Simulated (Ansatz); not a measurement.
An Ansatz input:

```yaml
crystal:
  lattice:
    - [5.0531136317, 0.0, 0.0]
    - [-2.5265568159, 4.3761247732, 0.0]
    - [0.0, 0.0, 3.1163092869]
  atoms:
    - { symbol: In, position: [0.0, 0.0, 0.0] }
    - { symbol: In, position: [0.3333333333, 0.6666666667, 0.5] }
    - { symbol: In, position: [0.6666666667, 0.3333333333, 0.5] }
hamiltonian:
  xc: lda
  pseudopotentials:
    kind: paw
    azcp:
      In: "pseudopotentials/In.paw.azcp"
basis:
  ecutwfc: 420
  fft_grid_basis: typed
kpoints:
  mp_grid: { grid: [8, 8, 11], shift: [0, 0, 0] }
magnetization:
  spin_polarized: false
scf:
  occupations: { method: fermi_dirac, width: 0.1 }
  lower_state_search: "off"
output:
  stress: true
```

Output

```
Warning: the record states the generating functional pbe (its physics header spells it `PBE`), which answers neither for hamiltonian.xc's functional nor for the lda family's — results may be inconsistent (PPs are generated against a specific XC)
Engine: ansatz 0.2.0, aarch64-unknown-linux-gnu
Pseudopotentials: kind: paw
Pseudopotential: In, paw, valence charge 13, recommended cutoff 420 eV (normal) 
Functional definition: SPW92
  exchange = slater_x
  correlation = pw_c
Crystal: 3 atoms, lattice volume = 68.911 Å³
Basis set: ecut = 420 eV, 1349 PW (Γ)
Bands: 24, of which v1, the nominal top of the filled ones, is band 20 counted from 1 (19 counted from 0)
Symmetry: 24 space group operations
Space group: P6/mmm (ITA 191), of the structure as read, at distance tolerance 4.1e-5 Å
k-points: 60 of 704
Non-local potential: In, projectors of the file, l = 0: 2, l = 1: 2, l = 2: 2, l = 3: 2
PAW form: soft (Blöchl's): semilocal exchange-correlation on the pseudo side does not see the compensation charge
PAW frozen core: In, regenerated for the run's functional, and the local potential with it (the file was generated under x = pbe(κ = 0.804, μ = 0.2195149727645171), c = pbe(β = 0.06672455060314922))
PAW one-centre angular grid: In, 590 points (default); XC on 64 Gauss nodes
Initial density: superposition of atomic densities (neutral atoms: chi_scale 0, normalization atom), corrected by the library's trained network
Initial wavefunctions: pseudopotential atomic-orbital guess
Functional: x = slater, c = lda
SCF iter   1: F=—  HF=-16371.339137 eV  |F-HF|=—  |Δ(HF+E_count)|=         —  Δρ=8.40e-3  dr2=2.62e-2  ethr=1.77e-3  ⟨swp⟩=5.7  Hψ=6820  notcnv=0
SCF iter   2: F=—  HF=-16371.329716 eV  |F-HF|=—  |Δ(HF+E_count)|=   9.42e-3  Δρ=3.42e-3  dr2=4.19e-3  ethr=6.73e-5  ⟨swp⟩=2.2  Hψ=3021  notcnv=0
SCF iter   3: F=—  HF=-16371.328317 eV  |F-HF|=—  |Δ(HF+E_count)|=   1.40e-3  Δρ=5.15e-4  dr2=1.28e-4  ethr=1.07e-5  ⟨swp⟩=2.0  Hψ=2335  notcnv=0
SCF iter   4: F=—  HF=-16371.328310 eV  |F-HF|=—  |Δ(HF+E_count)|=   6.72e-6  Δρ=9.21e-5  dr2=6.51e-6  ethr=3.28e-7  ⟨swp⟩=2.0  Hψ=1681  notcnv=0
SCF iter   5: F=—  HF=-16371.328312 eV  |F-HF|=—  |Δ(HF+E_count)|=   1.24e-6  Δρ=3.26e-5  dr2=8.00e-7  ethr=1.67e-8  ⟨swp⟩=2.3  Hψ=2636  notcnv=0
SCF iter   6: F=-16371.328311 eV  HF=-16371.328311 eV  |F-HF|=8.76e-9  |Δ(HF+E_count)|=   3.03e-7  Δρ=6.82e-6  dr2=3.77e-8  ethr=2.56e-10  ⟨swp⟩=4.8  Hψ=5352  notcnv=0
SCF 1 converged in 6 iterations: F = -16371.328311 eV  dr2 = 3.77e-8
SCF converged after 6 iterations
Free energy (F): -16371.328311 eV
Harris-Foulkes:  -16371.328311 eV  (|F-HF|=8.76e-9)
Internal energy: -16371.271523 eV  (E = F + TS)
E sigma→0 (E₀):  -16371.299917 eV
Entropy (-TS):   -0.056788 eV (-18.929 meV/atom)
Fermi energy:    11.889185 eV
--- Per-component energies (eV) ---
  E_band       = -13.651319
  E_kinetic    = 731.928179
  E_local      = -3004.316829  (includes V_loc(G=0)·N_el)
  E_nonlocal   = 1107.716615
  E_hartree    = 1178.751219
  E_xc         = -645.249408
  E_vxc        = -308.709998  (∫ρ·V_xc dr)
  E_paw        = -12038.588750  (= ΣΔE_a)
  E_vpaw       = -897.767221  (= ΣTr[D̂ρ^β])
  E_aug_tail   = 0.000075  (compensation charges beyond the density's cutoff)
  E_ewald      = -3702.366234
  E_core_change = 0.853609  (= ΣΔE_core)
  E_smearing   = -0.056788  (= −TS)
  E_closure    = -0.000000  (closes the sum)
  Σ components = -16371.328311   (vs F -16371.328311, Δ=0.00e0)
--- Stress (GPa, compression-positive) ---
        5.153528       0.000000       0.000000
        0.000000       5.153528       0.000000
        0.000000       0.000000       4.640981
  P = ⅓ Tr σ = 4.9827 GPa (49.827 kbar)
```
